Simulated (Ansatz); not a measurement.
Calculation for SnSe (rocksalt type): DFT, r2SCAN, all-electron PAW with datasets made for the crystal, scalar-relativistic (Ansatz 0.2.0). This run: the series' base cell.

The cell comes from a relaxation on PAW files under the same functional, begun from a prototype that needn't be the stable phase.

Command: `ansatz run input.yaml --threads 1 --pin off --max-ram 2048MiB --backend cpu --events-out ev --progress --plain --runs-dir out` It took 9.3 s on 1 thread of Intel(R) Xeon(R) 6975P-C (Granite Rapids), on a shared host, peak memory 0.62 GiB.

```yaml
crystal:
  lattice:
    - [0.0, 3.0094532672, 3.0094532672]
    - [3.0094532672, 0.0, 3.0094532672]
    - [3.0094532672, 3.0094532672, 0.0]
  atoms:
    - { symbol: Sn, position: [0.0, 0.0, 0.0] }
    - { symbol: Se, position: [0.5, 0.5, 0.5] }
kpoints:
  mp_grid: { grid: [12, 12, 12] }
scf:
  occupations: { method: fermi_dirac, width: 0.1 }
hamiltonian:
  xc: r2scan
  pseudopotentials: { kind: all_electron, datasets: crystal }
output:
  forces: true
  stress: true
  eigenvalues: true
```

Output:

```
hamiltonian.pseudopotentials.datasets: crystal makes datasets for this crystal and solves the spheres of its atoms anew in each pass: cutoff 240.0 eV, the density's 1680.0 eV; for an error of 0.50 meV an atom under PBE, 1.0 meV for the cell; an energy difference from a run of another recipe may be off by several times the error for the cell, under r2SCAN by more, where some 0.1 meV an atom stays at smaller errors; Se in spheres of 1.376 Å, 6 of its electrons in bands; Sn in spheres of 1.376 Å, 14 of its electrons in bands
Engine: ansatz 0.2.0
Pseudopotentials: kind: all_electron
Pseudopotential: Sn, paw, valence charge 14, recommended cutoff 240 eV (normal), crystal/all_electron/r2scan/scalar/gaussian/Sn, Koelling and Harmon's equation, gaussian nucleus
Pseudopotential: Se, paw, valence charge 6, recommended cutoff 240 eV (normal), crystal/all_electron/r2scan/scalar/gaussian/Se, Koelling and Harmon's equation, gaussian nucleus
Functional definition: r2SCAN
  parameter k0 = 0.174
  parameter k1 = 0.065
  parameter a1 = 4.9479
  exchange = r2scan_x(k0 = k0, k1 = k1, a1 = a1)
  correlation = r2scan_c
Crystal: 2 atoms, lattice volume = 54.512 Å³
Basis set: ecut = 240 eV, 459 PW (Γ), exchange–correlation on 90×90×90 points (27 copies of the dense FFT grid, shifted against one another)
Bands: 14, of which v1, the nominal top of the filled ones, is band 10 counted from 1 (9 counted from 0)
Symmetry: 48 space group operations
Space group: Fm-3m (ITA 225), of the structure as read, at distance tolerance 3.8e-5 Å
k-points: 72 of 1728
Non-local potential: Sn, projectors of the file, l = 0: 1, l = 1: 1, l = 2: 2
Non-local potential: Se, projectors of the file, l = 0: 1, l = 1: 1
PAW form: soft (Blöchl's): semilocal exchange-correlation on the pseudo side does not see the compensation charge
PAW one-centre angular grid: Sn, 590 points (default); XC on its mesh's 1863 points in the sphere
PAW one-centre angular grid: Se, 302 points (default); XC on its mesh's 1903 points in the sphere
Initial density: superposition of atomic densities (neutral atoms: chi_scale 0, normalization atom)
Initial wavefunctions: pseudopotential atomic-orbital guess
Functional: x = r2scan, c = r2scan; τ floored in thin density (d = 2e-4 eV/Å³)
iter 1 solved again at ethr=3.63e-3 eV; its pass at ethr=1.00e-1 eV (dr2=7.26e-1 eV) is discarded
SCF iter   1: F=—  HF=-234250.936419 eV  |F-HF|=—  |Δ(HF+E_count)|=         —  Δρ=2.55e-2  dr2=7.83e-1  dr2_τ=1.25e-2  ethr=3.63e-3  ⟨swp⟩=3.3  Hψ=5502  notcnv=0
preconditioner: auto → none  [insulator: Δε(μ)=0.314 eV  Ē_g=17.938 eV  σ=0.100 eV  W_gap=0.59  n_scr=14 (ndim 8)  ℏωp=22.5 eV  f_vac=0.000  D(μ)=0.04/eV (n_scr^D=0)  ε∞_Penn≈2.6]
iter 2 solved again at ethr=2.62e-4 eV; its pass at ethr=3.63e-3 eV (dr2=5.24e-2 eV) is discarded
SCF iter   2: F=—  HF=-234250.754716 eV  |F-HF|=—  |Δ(HF+E_count)|=   1.82e-1  Δρ=9.91e-3  dr2=5.38e-2  dr2_τ=7.64e-3  ethr=2.62e-4  ⟨swp⟩=2.0  Hψ=4855  notcnv=0  defer=1
SCF iter   3: F=—  HF=-234250.769038 eV  |F-HF|=—  |Δ(HF+E_count)|=   1.43e-2  Δρ=4.68e-3  dr2=2.62e-2  dr2_τ=1.92e-3  ethr=2.62e-4  ⟨swp⟩=3.0  Hψ=2379  notcnv=0  defer=1
SCF iter   4: F=—  HF=-234250.761175 eV  |F-HF|=—  |Δ(HF+E_count)|=   7.86e-3  Δρ=4.18e-4  dr2=9.63e-5  dr2_τ=2.70e-5  ethr=1.31e-4  ⟨swp⟩=3.0  Hψ=1931  notcnv=0  defer=1
SCF iter   5: F=—  HF=-234250.763959 eV  |F-HF|=—  |Δ(HF+E_count)|=   2.78e-3  Δρ=2.70e-4  dr2=1.99e-5  dr2_τ=7.28e-6  ethr=4.81e-7  ⟨swp⟩=3.0  Hψ=3010  notcnv=0  defer=1
SCF iter   6: F=—  HF=-234250.763897 eV  |F-HF|=—  |Δ(HF+E_count)|=   6.26e-5  Δρ=1.32e-4  dr2=9.37e-6  dr2_τ=1.75e-6  ethr=9.97e-8  ⟨swp⟩=3.1  Hψ=2122  notcnv=0
SCF iter   7: F=—  HF=-234250.763868 eV  |F-HF|=—  |Δ(HF+E_count)|=   2.87e-5  Δρ=4.33e-5  dr2=1.69e-6  dr2_τ=1.87e-7  ethr=4.68e-8  ⟨swp⟩=3.0  Hψ=2125  notcnv=0
SCF iter   8: F=-234250.763867 eV  HF=-234250.763867 eV  |F-HF|=3.93e-9  |Δ(HF+E_count)|=   1.11e-6  Δρ=3.35e-6  dr2=4.11e-9  dr2_τ=3.02e-10  ethr=8.43e-9  ⟨swp⟩=3.0  Hψ=2028  notcnv=0
SCF 1 converged in 8 iterations: F = -234250.763867 eV  dr2 = 4.11e-9
  Residual-converged pass: ⟨swp⟩=3.6  Hψ=2505  notcnv=0  max |occ|·‖R‖ = 5.2e-6 eV (tolerance 5.3e-6 eV)  dr2=4.31e-9  dr2_τ=3.18e-10  dr2_onsite=6.90e-9  max |Δocc| = 9.4e-8
  greatest PAW one-centre occupation: 0.992 electrons in one spin orbital (limit 2), on the Sn atom at site 0 (counted from 0), in its partial waves of l = 2
SCF converged after 8 iterations
Free energy (F): -234250.763867 eV
Harris-Foulkes:  -234250.763867 eV  (|F-HF|=3.93e-9)
Internal energy: -234250.761287 eV  (E = F + TS)
E sigma→0 (E₀):  -234250.762577 eV
Entropy (-TS):   -0.002580 eV (-1.290 meV/atom)
Past the cutoff: the bands carry plane waves up to 2.50 times it, of which those up to 1.5 times it add -0.000626 eV an atom, each by itself; the spheres take 0.000601 eV an atom off the energy for waves past 2.50 times it
Past the cutoffs: a stress includes 0.0010 GPa for waves and charges beyond them, in addition to the slope of what the spheres take
In the spheres:  the bands' charges fall short by 8.1e-8 e at most (sound up to 1e-3)
Fermi energy:    11.059280 eV
--- Per-component energies (eV) ---
  E_band       = -68.272825
  E_kinetic    = 184.670014
  E_local      = -1205.495992  (includes V_loc(G=0)·N_el)
  E_nonlocal   = 197.201976
  E_hartree    = 567.474051
  E_xc         = -125.276926
  E_vxc        = -170.905264  (∫ρ·V_xc dr)
  E_paw        = -235939.806509  (= ΣΔE_a)
  E_vpaw       = -3780.825642  (= ΣTr[D̂ρ^β])
  E_vtau       = 10.281869  (kinetic-family band-sum trace: ∫τ·v_τ [+ j·A + Jᵃ·Aᵃ] dr)
  E_ewald      = -1491.379448
  E_smearing   = -0.002580  (= −TS)
  E_closure    = 3561.851547  (closes the sum)
  Σ components = -234250.763867   (vs F -234250.763867, Δ=0.00e0)
  The terms above E_closure are by the made datasets' own strengths, without shells solved beside the bands.
--- Forces (eV/Å), atoms counted from 1 ---
  atom   1  Sn    -0.00000000     0.00000000     0.00000000
  atom   2  Se     0.00000000    -0.00000000     0.00000000
  max |Σ_I F_I| component: 3.73e-30 eV/Å
--- Stress (GPa, compression-positive) ---
        0.034883       0.000000       0.000000
       -0.000000       0.034883       0.000000
        0.000000       0.000000       0.034883
  P = ⅓ Tr σ = 0.0349 GPa (0.349 kbar)
--- Band table (eV; the first three rows and the last of 72) ---
  k-point 0: bands = ["-11.6896", "-11.6896", "-11.6896", "-11.6853", "-11.6853", "-3.7825", "5.6965", "8.2972", "8.2972", "8.2972", "15.2971", "15.2971"]
  k-point 1: bands = ["-11.6894", "-11.6891", "-11.6891", "-11.6856", "-11.6856", "-3.7310", "5.3500", "8.3073", "8.3073", "8.5910", "14.8471", "14.9029"]
  k-point 2: bands = ["-11.6891", "-11.6891", "-11.6890", "-11.6848", "-11.6848", "-3.5830", "4.6082", "8.3392", "8.3392", "9.1782", "13.9742", "14.1138"]
  k-point 71: bands = ["-11.7078", "-11.6849", "-11.6842", "-11.6842", "-11.6718", "-2.4782", "3.5822", "5.7632", "5.7632", "9.8228", "12.3805", "15.8168"]
```

Next run (volume at 0.8 of the series' base cell), as changes to the input before:

```diff
   lattice:
-    - [0.0, 3.0094532672, 3.0094532672]
-    - [3.0094532672, 0.0, 3.0094532672]
-    - [3.0094532672, 3.0094532672, 0.0]
+    - [0.0, 2.793728936, 2.793728936]
+    - [2.793728936, 0.0, 2.793728936]
+    - [2.793728936, 2.793728936, 0.0]
   atoms:
```

Results part of the output:

```
SCF 1 converged in 10 iterations: F = -234250.232967 eV  dr2 = 2.46e-9
  Residual-converged pass: ⟨swp⟩=2.6  Hψ=1647  notcnv=0  max |occ|·‖R‖ = 5.3e-6 eV (tolerance 5.3e-6 eV)  dr2=2.51e-9  dr2_τ=1.35e-11  dr2_onsite=1.30e-9  max |Δocc| = 2.7e-9
  greatest PAW one-centre occupation: 0.992 electrons in one spin orbital (limit 2), on the Sn atom at site 0 (counted from 0), in its partial waves of l = 2
SCF converged after 10 iterations
Free energy (F): -234250.232967 eV
Harris-Foulkes:  -234250.232967 eV  (|F-HF|=1.63e-9)
Internal energy: -234250.224441 eV  (E = F + TS)
E sigma→0 (E₀):  -234250.228704 eV
Entropy (-TS):   -0.008526 eV (-4.263 meV/atom)
Past the cutoff: the bands carry plane waves up to 2.50 times it, of which those up to 1.5 times it add -0.000532 eV an atom, each by itself; the spheres take 0.000427 eV an atom off the energy for waves past 2.50 times it
Past the cutoffs: a stress includes 0.0018 GPa for waves and charges beyond them, in addition to the slope of what the spheres take
In the spheres:  the bands' charges fall short by 5.0e-7 e at most (sound up to 1e-3)
Fermi energy:    15.365718 eV
--- Per-component energies (eV) ---
  E_band       = 3.889524
  E_kinetic    = 198.858748
  E_local      = -1023.209931  (includes V_loc(G=0)·N_el)
  E_nonlocal   = 175.724383
  E_hartree    = 506.995582
  E_xc         = -132.214358
  E_vxc        = -180.036450  (∫ρ·V_xc dr)
  E_paw        = -235961.274633  (= ΣΔE_a)
  E_vpaw       = -3783.661288  (= ΣTr[D̂ρ^β])
  E_vtau       = 10.787050  (kinetic-family band-sum trace: ∫τ·v_τ [+ j·A + Jᵃ·Aᵃ] dr)
  E_ewald      = -1606.539809
  E_smearing   = -0.008526  (= −TS)
  E_closure    = 3591.435576  (closes the sum)
  Σ components = -234250.232967   (vs F -234250.232967, Δ=0.00e0)
  The terms above E_closure are by the made datasets' own strengths, without shells solved beside the bands.
--- Forces (eV/Å), atoms counted from 1 ---
  atom   1  Sn    -0.00000000     0.00000000    -0.00000000
  atom   2  Se     0.00000000    -0.00000000    -0.00000000
  max |Σ_I F_I| component: 2.89e-30 eV/Å
--- Stress (GPa, compression-positive) ---
       18.882692       0.000000       0.000000
        0.000000      18.882692      -0.000000
       -0.000000      -0.000000      18.882692
  P = ⅓ Tr σ = 18.8827 GPa (188.827 kbar)
--- Band table (eV; the first three rows and the last of 72) ---
  k-point 0: bands = ["-7.6875", "-7.6875", "-7.6785", "-7.6785", "-7.6785", "-1.5416", "10.7565", "11.6375", "11.6375", "11.6375", "20.2979", "20.2979", "20.2979"]
  k-point 1: bands = ["-7.6888", "-7.6888", "-7.6783", "-7.6768", "-7.6768", "-1.4669", "9.7851", "11.6498", "11.6498", "12.5156", "19.5142", "19.6305", "19.6305"]
  k-point 2: bands = ["-7.6933", "-7.6933", "-7.6776", "-7.6713", "-7.6713", "-1.2493", "8.4719", "11.6897", "11.6897", "13.5305", "18.5043", "18.5384", "18.5384"]
  k-point 71: bands = ["-7.7629", "-7.6896", "-7.6661", "-7.6661", "-7.6336", "0.6640", "6.8025", "8.2834", "8.2834", "14.0632", "16.6622", "20.1498", "20.1498"]
```

Next run (volume at 0.64 of the series' base cell), as changes to the input before:

```diff
   lattice:
-    - [0.0, 2.793728936, 2.793728936]
-    - [2.793728936, 0.0, 2.793728936]
-    - [2.793728936, 2.793728936, 0.0]
+    - [0.0, 2.5934682067, 2.5934682067]
+    - [2.5934682067, 0.0, 2.5934682067]
+    - [2.5934682067, 2.5934682067, 0.0]
   atoms:
```

Command: `ansatz run input.yaml --threads 1 --pin off --max-ram 2048MiB --backend cpu --events-out ev --progress --plain --runs-dir out` It took 20 s on 1 thread of Intel(R) Xeon(R) 6975P-C (Granite Rapids), with other jobs on the host, peak memory 0.82 GiB.

Results part of the output:

```
SCF 1 converged in 13 iterations: F = -234248.250018 eV  dr2 = 5.05e-10
  Residual-converged pass: ⟨swp⟩=1.2  Hψ=1670  notcnv=0  max |occ|·‖R‖ = 5.3e-6 eV (tolerance 5.3e-6 eV)  dr2=5.04e-10  dr2_τ=4.34e-12  dr2_onsite=1.69e-8  max |Δocc| = 2.5e-11
  greatest PAW one-centre occupation: 1.021 electrons in one spin orbital (limit 2), on the Sn atom at site 0 (counted from 0), in its partial waves of l = 0
SCF converged after 13 iterations
Free energy (F): -234248.250018 eV
Harris-Foulkes:  -234248.250018 eV  (|F-HF|=3.20e-10)
Internal energy: -234248.233413 eV  (E = F + TS)
E sigma→0 (E₀):  -234248.241715 eV
Entropy (-TS):   -0.016605 eV (-8.303 meV/atom)
Past the cutoff: the bands carry plane waves up to 2.50 times it, of which those up to 1.5 times it add -0.000664 eV an atom, each by itself; the spheres take 0.000615 eV an atom off the energy for waves past 2.50 times it
Past the cutoffs: a stress includes 0.0051 GPa for waves and charges beyond them, in addition to the slope of what the spheres take
In the spheres:  the bands' charges fall short by 1.1e-6 e at most (sound up to 1e-3)
Fermi energy:    20.521503 eV
--- Per-component energies (eV) ---
  E_band       = -850.750239
  E_kinetic    = 338.536533
  E_local      = -3918.066678  (includes V_loc(G=0)·N_el)
  E_nonlocal   = -2091.736554
  E_hartree    = 2141.628190
  E_xc         = -152.914396
  E_vxc        = -223.596957  (∫ρ·V_xc dr)
  E_paw        = -239881.084682  (= ΣΔE_a)
  E_vpaw       = -14344.221155  (= ΣTr[D̂ρ^β])
  E_vtau       = 15.349626  (kinetic-family band-sum trace: ∫τ·v_τ [+ j·A + Jᵃ·Aᵃ] dr)
  E_ewald      = -5774.322913
  E_smearing   = -0.016605  (= −TS)
  E_closure    = 15089.727087  (closes the sum)
  Σ components = -234248.250018   (vs F -234248.250018, Δ=0.00e0)
  The terms above E_closure are by the made datasets' own strengths, without shells solved beside the bands.
--- Forces (eV/Å), atoms counted from 1 ---
  atom   1  Sn    -0.00000000     0.00000000     0.00000000
  atom   2  Se     0.00000000    -0.00000000    -0.00000000
  max |Σ_I F_I| component: 3.36e-29 eV/Å
--- Stress (GPa, compression-positive) ---
       60.937946      -0.000000       0.000000
       -0.000000      60.937946      -0.000000
       -0.000000      -0.000000      60.937946
  P = ⅓ Tr σ = 60.9379 GPa (609.379 kbar)
--- Band table (eV; the first three rows and the last of 72) ---
  k-point 0: bands = ["-113.6757", "-68.4493", "-68.4493", "-68.4493", "-30.2865", "-30.2865", "-30.2731", "-30.2731", "-30.2731", "-3.0640", "-3.0640", "-3.0334", "-3.0334", "-3.0334", "1.1401", "15.8618", "15.8618", "15.8618", "17.2377", "25.3698", "25.3698", "25.3698"]
  k-point 1: bands = ["-113.6757", "-68.4494", "-68.4493", "-68.4493", "-30.2865", "-30.2865", "-30.2730", "-30.2730", "-30.2730", "-3.0677", "-3.0677", "-3.0334", "-3.0295", "-3.0295", "1.2410", "14.6565", "15.8805", "15.8805", "18.2925", "24.5874", "25.0785", "25.0785"]
  k-point 2: bands = ["-113.6757", "-68.4496", "-68.4494", "-68.4494", "-30.2863", "-30.2863", "-30.2729", "-30.2728", "-30.2728", "-3.0796", "-3.0796", "-3.0335", "-3.0171", "-3.0171", "1.5384", "12.9404", "15.9405", "15.9405", "19.4571", "23.7388", "23.8228", "23.8228"]
  k-point 71: bands = ["-113.6756", "-68.4499", "-68.4499", "-68.4497", "-30.2866", "-30.2856", "-30.2724", "-30.2724", "-30.2712", "-3.2853", "-3.0766", "-3.0084", "-3.0084", "-2.9281", "4.6873", "10.6164", "11.4701", "11.4701", "19.4723", "21.9621", "25.0479", "25.0479"]
```

Next run (volume at 0.55 of the series' base cell), as changes to the input before:

```diff
   lattice:
-    - [0.0, 2.5934682067, 2.5934682067]
-    - [2.5934682067, 0.0, 2.5934682067]
-    - [2.5934682067, 2.5934682067, 0.0]
+    - [0.0, 2.4657090746, 2.4657090746]
+    - [2.4657090746, 0.0, 2.4657090746]
+    - [2.4657090746, 2.4657090746, 0.0]
   atoms:
```

Command: `ansatz run input.yaml --threads 1 --pin off --max-ram 2048MiB --backend cpu --events-out ev --progress --plain --runs-dir out` It took 21 s on 1 thread of Intel(R) Xeon(R) 6975P-C (Granite Rapids), on a shared host, peak memory 0.76 GiB.

Results part of the output:

```
SCF 1 converged in 14 iterations: F = -234245.682950 eV  dr2 = 2.09e-9
  Residual-converged pass: ⟨swp⟩=1.1  Hψ=1664  notcnv=0  max |occ|·‖R‖ = 5.2e-6 eV (tolerance 5.3e-6 eV)  dr2=2.09e-9  dr2_τ=1.15e-11  dr2_onsite=6.17e-9  max |Δocc| = 2.8e-11
  greatest PAW one-centre occupation: 0.997 electrons in one spin orbital (limit 2), on the Se atom at site 1 (counted from 0), in its partial waves of l = 2
SCF converged after 14 iterations
Free energy (F): -234245.682950 eV
Harris-Foulkes:  -234245.682950 eV  (|F-HF|=5.82e-11)
Internal energy: -234245.660687 eV  (E = F + TS)
E sigma→0 (E₀):  -234245.671819 eV
Entropy (-TS):   -0.022264 eV (-11.132 meV/atom)
Past the cutoff: the bands carry plane waves up to 2.50 times it, of which those up to 1.5 times it add -0.000819 eV an atom, each by itself; the spheres take 0.000974 eV an atom off the energy for waves past 2.50 times it
Past the cutoffs: a stress includes 0.0039 GPa for waves and charges beyond them, in addition to the slope of what the spheres take
In the spheres:  the bands' charges fall short by 1.7e-6 e at most (sound up to 1e-3)
Fermi energy:    24.661050 eV
--- Per-component energies (eV) ---
  E_band       = -719.579933
  E_kinetic    = 410.709981
  E_local      = -4296.684592  (includes V_loc(G=0)·N_el)
  E_nonlocal   = -1282.680137
  E_hartree    = 2152.079771
  E_xc         = -165.266656
  E_vxc        = -241.425418  (∫ρ·V_xc dr)
  E_paw        = -239222.886122  (= ΣΔE_a)
  E_vpaw       = -13862.704839  (= ΣTr[D̂ρ^β])
  E_vtau       = 16.463770  (kinetic-family band-sum trace: ∫τ·v_τ [+ j·A + Jᵃ·Aᵃ] dr)
  E_ewald      = -6073.515746
  E_smearing   = -0.022264  (= −TS)
  E_closure    = 14232.582814  (closes the sum)
  Σ components = -234245.682950   (vs F -234245.682950, Δ=2.91e-11)
  The terms above E_closure are by the made datasets' own strengths, without shells solved beside the bands.
--- Forces (eV/Å), atoms counted from 1 ---
  atom   1  Sn    -0.00000000     0.00000000    -0.00000000
  atom   2  Se     0.00000000    -0.00000000    -0.00000000
  max |Σ_I F_I| component: 2.92e-29 eV/Å
--- Stress (GPa, compression-positive) ---
      111.938152       0.000000      -0.000000
       -0.000000     111.938152       0.000000
        0.000000       0.000000     111.938152
  P = ⅓ Tr σ = 111.9382 GPa (1119.382 kbar)
--- Band table (eV; the first three rows and the last of 72) ---
  k-point 0: bands = ["-110.0016", "-64.7897", "-64.7897", "-64.7897", "-26.8848", "-26.8848", "-26.8632", "-26.8632", "-26.8632", "0.4718", "0.4718", "0.5202", "0.5202", "0.5202", "3.2757", "19.3316", "19.3316", "19.3316", "22.6250", "29.1523", "29.1523", "29.1523"]
  k-point 1: bands = ["-110.0016", "-64.7899", "-64.7898", "-64.7898", "-26.8846", "-26.8846", "-26.8631", "-26.8631", "-26.8631", "0.4647", "0.4647", "0.5195", "0.5268", "0.5268", "3.3961", "18.2964", "19.3589", "19.3589", "23.4580", "28.3767", "29.0860", "29.0860"]
  k-point 2: bands = ["-110.0016", "-64.7903", "-64.7899", "-64.7899", "-26.8843", "-26.8843", "-26.8629", "-26.8627", "-26.8627", "0.4421", "0.4421", "0.5167", "0.5482", "0.5482", "3.7530", "16.4329", "19.4448", "19.4448", "24.4369", "27.8315", "27.9924", "27.9924"]
  k-point 71: bands = ["-110.0015", "-64.7913", "-64.7913", "-64.7907", "-26.8848", "-26.8826", "-26.8618", "-26.8618", "-26.8594", "0.0512", "0.4413", "0.5568", "0.5568", "0.7001", "8.0620", "13.6685", "14.1020", "14.1020", "23.9212", "26.2776", "28.8731", "28.8731"]
```

Spin–orbit coupling is left out, which matters for the heavy atoms.
